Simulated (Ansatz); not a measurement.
Ansatz (a quantum-chemistry and plane-wave program) input:

Ansatz 0.2 input:
```yaml
crystal:
  lattice:
    - [0.0, 2.7256868275, 2.7256868275]
    - [2.7256868275, 0.0, 2.7256868275]
    - [2.7256868275, 2.7256868275, 0.0]
  atoms:
    - { symbol: P, position: [0.75, 0.75, 0.75] }
    - { symbol: Ga, position: [0.0, 0.0, 0.0] }
kpoints:
  mp_grid: { grid: [7, 7, 7] }
  band_path:
    path:
      - [[0.0, 0.0, 0.0], [0.5, 0.0, 0.5], [0.625, 0.25, 0.625]]  # Γ-X-U
      - [[0.375, 0.375, 0.75], [0.0, 0.0, 0.0], [0.5, 0.5, 0.5], [0.5, 0.25, 0.75], [0.5, 0.0, 0.5]]  # K-Γ-L-W-X
      - [VBM, CBM]
    npoints: 12
hamiltonian:
  xc: r2scan
  pseudopotentials: { kind: paw }
magnetization: { noncollinear: true, spin_orbit: true }
scf:
  n_extra_bands: 12
  convergence: { dr2_threshold: 0.0000000001 }
  occupations: { method: gaussian, width: 0.01 }
checkpoint: { write: soc.run }
output: { eigenvalues: true }
```

Output (shortened):

```
Pseudopotential: P, paw_fr, valence charge 5
Pseudopotential: Ga, paw_fr, valence charge 13
Functional definition: r2SCAN
non-collinear run that drives no moment, with spin-orbit …
Crystal: 2 atoms, lattice volume = 40.500 Å³
Basis set: ecut = 500 eV, 965 PW (Γ), exchange–correlation on 120×120×120 points (64 copies of the dense FFT grid, shifted against one another)
Bands: 30, of which v1, the nominal top of the filled ones, is band 18 counted from 1 (17 counted from 0)
Symmetry: 24 space group operations + 24 with time reversal
k-points: 20 of 343 (time reversal used)
Projection manifold: j_resolved (fully-relativistic pseudo-atomic orbitals)
SCF iter   1: F=—  HF=-4547.773774 eV  |F-HF|=—  |Δ(HF+E_count)|=         —  Δρ=4.45e-2  dr2=6.26e-1  dr2_τ=3.11e-3  dr2_m=0.00e0 (ungated)  ethr=3.10e-3  |M|=0.00e0 ∫|m|=0.00e0 μB  |m|>n=0.0e0 m-floor=0.0e0 τ_xc=0.0e0  β_m=0.30  ⟨swp⟩=8.3  Hψ=4166  notcnv=0  defer=10
preconditioner: auto → none
SCF iter   2: F=—  HF=-4547.746395 eV  |F-HF|=—  |Δ(HF+E_count)|=   2.74e-2  Δρ=2.96e-2  dr2=2.32e-1  dr2_τ=3.01e-4  dr2_m=0.00e0 (ungated)  ethr=3.10e-3  |M|=0.00e0 ∫|m|=0.00e0 μB  |m|>n=0.0e0 m-floor=0.0e0 τ_xc=0.0e0  β_m=0.52  ⟨swp⟩=2.0  Hψ=891  notcnv=0  defer=112
SCF iter   3: F=—  HF=-4547.763830 eV  |F-HF|=—  |Δ(HF+E_count)|=   1.74e-2  Δρ=6.03e-3  dr2=7.38e-3  dr2_τ=6.01e-5  dr2_m=0.00e0 (ungated)  ethr=1.29e-3  |M|=0.00e0 ∫|m|=0.00e0 μB  |m|>n=0.0e0 m-floor=0.0e0 τ_xc=0.0e0  β_m=0.60  ⟨swp⟩=2.8  Hψ=751  notcnv=0  defer=112
SCF iter   4: F=—  HF=-4547.765478 eV  |F-HF|=—  |Δ(HF+E_count)|=   1.65e-3  Δρ=4.53e-4  dr2=6.66e-5  dr2_τ=4.60e-7  dr2_m=0.00e0 (ungated)  ethr=4.10e-5  |M|=0.00e0 ∫|m|=0.00e0 μB  |m|>n=0.0e0 m-floor=0.0e0 τ_xc=0.0e0  β_m=0.61  ⟨swp⟩=3.4  Hψ=928  notcnv=0  defer=112
SCF iter   5: F=—  HF=-4547.765464 eV  |F-HF|=—  |Δ(HF+E_count)|=   1.40e-5  Δρ=3.13e-4  dr2=1.67e-5  dr2_τ=1.47e-7  dr2_m=0.00e0 (ungated)  ethr=3.70e-7  |M|=0.00e0 ∫|m|=0.00e0 μB  |m|>n=0.0e0 m-floor=0.0e0 τ_xc=0.0e0  β_m=0.62  ⟨swp⟩=2.0  Hψ=972  notcnv=0  defer=112
SCF iter   6: F=—  HF=-4547.765463 eV  |F-HF|=—  |Δ(HF+E_count)|=   1.33e-6  Δρ=1.18e-4  dr2=2.10e-6  dr2_τ=7.94e-9  dr2_m=0.00e0 (ungated)  ethr=9.30e-8  |M|=0.00e0 ∫|m|=0.00e0 μB  |m|>n=0.0e0 m-floor=0.0e0 τ_xc=0.0e0  β_m=0.81  ⟨swp⟩=3.0  Hψ=878  notcnv=0  defer=112
SCF iter   7: F=—  HF=-4547.765463 eV  |F-HF|=—  |Δ(HF+E_count)|=   1.54e-7  Δρ=1.85e-5  dr2=5.71e-8  dr2_τ=2.17e-10  dr2_m=0.00e0 (ungated)  ethr=1.17e-8  |M|=0.00e0 ∫|m|=0.00e0 μB  |m|>n=0.0e0 m-floor=0.0e0 τ_xc=0.0e0  β_m=0.91  ⟨swp⟩=2.0  Hψ=940  notcnv=0  defer=112
SCF iter   8: F=—  HF=-4547.765463 eV  |F-HF|=—  |Δ(HF+E_count)|=   1.17e-8  Δρ=1.63e-6  dr2=5.46e-10  dr2_τ=2.11e-12  dr2_m=0.00e0 (ungated)  ethr=3.17e-10  |M|=0.00e0 ∫|m|=0.00e0 μB  |m|>n=0.0e0 m-floor=0.0e0 τ_xc=0.0e0  β_m=0.88  ⟨swp⟩=2.0  Hψ=848  notcnv=0  defer=112
SCF iter   9: F=-4547.765463 eV  HF=-4547.765463 eV  |F-HF|=0.00e0  |Δ(HF+E_count)|=  1.91e-11  Δρ=8.50e-8  dr2=1.83e-12  dr2_τ=3.43e-14  dr2_m=0.00e0 (ungated)  ethr=1.00e-12  |M|=0.00e0 ∫|m|=0.00e0 μB  |m|>n=0.0e0 m-floor=0.0e0 τ_xc=0.0e0  ⟨swp⟩=9.4  Hψ=2879  notcnv=0
SCF 1 converged in 9 iterations: F = -4547.765463 eV  dr2 = 1.83e-12
NSCF: frozen V_eff on 16 k-points
NSCF: frozen V_eff on 16 k-points
NSCF: frozen V_eff on 16 k-points
NSCF: frozen V_eff on 16 k-points
NSCF: frozen V_eff on 1 k-points
NSCF: frozen V_eff on 5 k-points
NSCF: frozen V_eff on 7 k-points
NSCF: frozen V_eff on 7 k-points
NSCF: frozen V_eff on 7 k-points
NSCF: frozen V_eff on 4 k-points
NSCF: frozen V_eff on 5 k-points
NSCF: frozen V_eff on 5 k-points
NSCF: frozen V_eff on 2 k-points
NSCF: frozen V_eff on 4 k-points
NSCF: frozen V_eff on 87 k-points
SCF converged after 9 iterations
Magnetization: |M| = 0.0000 μB,  M = (+0.0000, +0.0000, +0.0000) μB
Absolute magnetization: 0.0000 μB (∫|m|)
  site 0: m = (+0.0000, +0.0000, +0.0000) μB, |m| = 0.0000 μB  (R = 0.97 Å)
  site 1: m = (+0.0000, +0.0000, +0.0000) μB, |m| = 0.0000 μB  (R = 0.97 Å)
Free energy (F): -4547.765463 eV
Harris-Foulkes:  -4547.765463 eV  (|F-HF|=0.00e0)
Internal energy: -4547.765463 eV  (E = F + TS)
E sigma→0 (E₀):  -4547.765463 eV
Fermi energy:    7.830126 eV
--- Per-component energies (eV) ---
  E_band       = -67.699469
  E_kinetic    = 185.495572
  E_local      = -2202.974638  (includes V_loc(G=0)·N_el)
  E_nonlocal   = 460.562297
  E_hartree    = 1020.600323
  E_xc         = -120.987377
  E_vxc        = -124.827811  (∫ρ·V_xc dr)
  E_paw        = -2577.297085  (= ΣΔE_a)
  E_vpaw       = -433.170173  (= ΣTr[D̂ρ^β])
  E_aug_tail   = -0.000042  (compensation charges beyond the density's cutoff)
  E_vtau       = 6.014731  (kinetic-family band-sum trace: ∫τ·v_τ [+ j·A + Jᵃ·Aᵃ] dr)
  E_ewald      = -1312.434575
  E_core_change = -0.729939  (= ΣΔE_core)
  E_smearing   =  0.000000  (= −TS)
  E_closure    = 0.000000  (closes the sum)
  Σ components = -4547.765463   (vs F -4547.765463, Δ=0.00e0)
  [band-id]    e_kinetic+e_local+e_nonlocal+2·e_hartree+e_vxc+e_vpaw+e_augmentation_tail+e_vtau = -67.699416   (vs E_band -67.699469, Δ=5.33e-5)
--- Band table (eV; the first three rows and the last of 20) ---
  k-point 0: bands = ["-8.3289", "-8.3289", "-8.3289", "-8.3289", "-7.9127", "-7.9127", "-7.8370", "-7.8370", "-7.8370", "-7.8370", "-6.1267", "-6.1267", "6.8405", "6.8405", "6.9217", "6.9217", "6.9217", "6.9217", "9.2568", "9.2568", "10.9570", "10.9570", …
  k-point 1: bands = ["-8.3338", "-8.3338", "-8.3301", "-8.3241", "-7.9157", "-7.9157", "-7.8439", "-7.8439", "-7.8356", "-7.8288", "-5.8489", "-5.8489", "4.9349", "4.9349", "6.5654", "6.5654", "6.6215", "6.6256", "9.7707", "9.7707", "11.4659", "11.4659", …
  k-point 2: bands = ["-8.3457", "-8.3457", "-8.3273", "-8.3198", "-7.9178", "-7.9178", "-7.8563", "-7.8563", "-7.8250", "-7.8166", "-5.0834", "-5.0834", "2.3037", "2.3037", "6.0518", "6.0518", "6.1136", "6.1179", "9.3140", "9.3140", "11.9790", "11.9790", …
  k-point 19: bands = ["-8.4020", "-8.3484", "-8.3007", "-8.2879", "-7.9778", "-7.8704", "-7.8534", "-7.8412", "-7.8196", "-7.8134", "-3.0509", "-3.0493", "0.2158", "0.2267", "2.8643", "2.8847", "3.9798", "4.0054", "10.7506", "10.7635", "12.6171", "12.6312", …
```

Cost: very roughly 50 core-seconds on shared cores.

Space group F-43m (zinc blende). Symmetry was held in the r²SCAN relaxation.

Potentials: the later of the program's two PAW sets.

Ansatz is a plane-wave DFT program.
